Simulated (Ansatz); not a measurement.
An Ansatz input:

```yaml
crystal:
  lattice:
    - [7.2072823446, 0.0, 0.0]
    - [-3.6036411723, 6.2416896027, 0.0]
    - [0.0, 0.0, 4.2994520039]
  atoms:
    - { symbol: Ba, position: [1.0, 1.0, 1.0] }
    - { symbol: Ba, position: [0.3333333333, 0.6666666667, 0.5] }
    - { symbol: Ba, position: [0.6666666667, 0.3333333333, 0.5] }
hamiltonian:
  xc: blyp
  pseudopotentials:
    kind: paw
    azcp:
      Ba: "pseudopotentials/Ba.paw.azcp"
basis:
  ecutwfc: 420
  fft_grid_basis: typed
kpoints:
  mp_grid: { grid: [6, 6, 8], shift: [0, 0, 0] }
magnetization:
  spin_polarized: false
scf:
  occupations: { method: fermi_dirac, width: 0.1 }
  lower_state_search: "off"
output:
  stress: true
```

Output

```
Engine: ansatz 0.2.0, aarch64-unknown-linux-gnu
Pseudopotentials: kind: paw
Pseudopotential: Ba, paw, valence charge 10, recommended cutoff 420 eV (normal) 
Functional definition: BLYP
  parameter beta = 0.0042
  parameter a = 0.04918
  parameter b = 0.132
  parameter c = 0.2533
  parameter d = 0.349
  exchange = b88_x(beta = beta)
  correlation = lyp_c(a = a, b = b, c = c, d = d)
Crystal: 3 atoms, lattice volume = 193.414 Å³
Basis set: ecut = 420 eV, 3723 PW (Γ), exchange–correlation on 100×100×60 points (8 copies of the dense FFT grid, shifted against one another)
Bands: 19, of which v1, the nominal top of the filled ones, is band 15 counted from 1 (14 counted from 0)
Symmetry: 24 space group operations
Space group: P6/mmm (ITA 191), of the structure as read, at distance tolerance 5.8e-5 Å
k-points: 35 of 288
Non-local potential: Ba, projectors of the file, l = 0: 3, l = 1: 2, l = 2: 2, l = 3: 2
PAW form: soft (Blöchl's): semilocal exchange-correlation on the pseudo side does not see the compensation charge
PAW frozen core: Ba, regenerated for the run's functional, and the local potential with it (the file was generated under x = pbe(κ = 0.804, μ = 0.2195149727645171), c = pbe(β = 0.06672455060314922))
PAW one-centre angular grid: Ba, 194 points (default); XC on 64 Gauss nodes
Initial density: superposition of atomic densities (neutral atoms: chi_scale 0, normalization atom), corrected by the library's trained network
Initial wavefunctions: pseudopotential atomic-orbital guess
Functional: x = b88, c = lyp
SCF iter   1: F=—  HF=-17904.832372 eV  |F-HF|=—  |Δ(HF+E_count)|=         —  Δρ=2.51e-3  dr2=5.31e-2  ethr=1.77e-3  ⟨swp⟩=8.3  Hψ=8740  notcnv=0
automatic band count: the SCF goes on with 23 bands, as 19 were too few: the levels above may hold too much charge
SCF iter   2: F=—  HF=-17904.828461 eV  |F-HF|=—  |Δ(HF+E_count)|=   3.91e-3  Δρ=1.50e-3  dr2=2.05e-2  ethr=1.77e-4  ⟨swp⟩=1.0  Hψ=1086  notcnv=0
SCF iter   3: F=—  HF=-17904.827938 eV  |F-HF|=—  |Δ(HF+E_count)|=   5.23e-4  Δρ=3.36e-4  dr2=3.93e-4  ethr=6.84e-5  ⟨swp⟩=2.1  Hψ=977  notcnv=0
SCF iter   4: F=—  HF=-17904.828205 eV  |F-HF|=—  |Δ(HF+E_count)|=   2.67e-4  Δρ=1.39e-4  dr2=7.56e-5  ethr=1.31e-6  ⟨swp⟩=2.7  Hψ=1371  notcnv=0
SCF iter   5: F=—  HF=-17904.828236 eV  |F-HF|=—  |Δ(HF+E_count)|=   3.14e-5  Δρ=3.62e-5  dr2=2.68e-6  ethr=2.52e-7  ⟨swp⟩=2.9  Hψ=1461  notcnv=0
SCF iter   6: F=—  HF=-17904.828238 eV  |F-HF|=—  |Δ(HF+E_count)|=   1.81e-6  Δρ=9.23e-6  dr2=3.85e-7  ethr=8.95e-9  ⟨swp⟩=2.5  Hψ=1306  notcnv=0
SCF iter   7: F=-17904.828238 eV  HF=-17904.828238 eV  |F-HF|=1.81e-8  |Δ(HF+E_count)|=   2.90e-7  Δρ=3.03e-6  dr2=3.90e-8  ethr=3.33e-10  ⟨swp⟩=5.0  Hψ=2829  notcnv=0
SCF 1 converged in 7 iterations: F = -17904.828238 eV  dr2 = 3.90e-8
SCF converged after 7 iterations
Free energy (F): -17904.828238 eV
Harris-Foulkes:  -17904.828238 eV  (|F-HF|=1.81e-8)
Internal energy: -17904.638469 eV  (E = F + TS)
E sigma→0 (E₀):  -17904.733353 eV
Entropy (-TS):   -0.189770 eV (-63.257 meV/atom)
Fermi energy:    6.150153 eV
--- Per-component energies (eV) ---
  E_band       = -249.939205
  E_kinetic    = 499.124264
  E_local      = -1156.445217  (includes V_loc(G=0)·N_el)
  E_nonlocal   = 172.799002
  E_hartree    = 366.746259
  E_xc         = -491.132366
  E_vxc        = -390.035189  (∫ρ·V_xc dr)
  E_paw        = -15742.527254  (= ΣΔE_a)
  E_vpaw       = -108.878173  (= ΣTr[D̂ρ^β])
  E_aug_tail   = -0.000005  (compensation charges beyond the density's cutoff)
  E_ewald      = -1553.444392
  E_core_change = 0.241242  (= ΣΔE_core)
  E_smearing   = -0.189770  (= −TS)
  E_closure    = -0.000000  (closes the sum)
  Σ components = -17904.828238   (vs F -17904.828238, Δ=0.00e0)
--- Stress (GPa, compression-positive) ---
        0.374214      -0.000000       0.000000
       -0.000000       0.374214      -0.000000
        0.000000      -0.000000       0.356418
  P = ⅓ Tr σ = 0.3683 GPa (3.683 kbar)
```

Launched by

```sh
ansatz run input.yaml --threads 2 --pin off --max-ram 5120MiB --backend cpu --events-out ev --progress --plain --runs-dir out
```

On 2 threads of Arm Neoverse V1 (shared host) this took about 5.1 s of wall time and 10 s of CPU time.
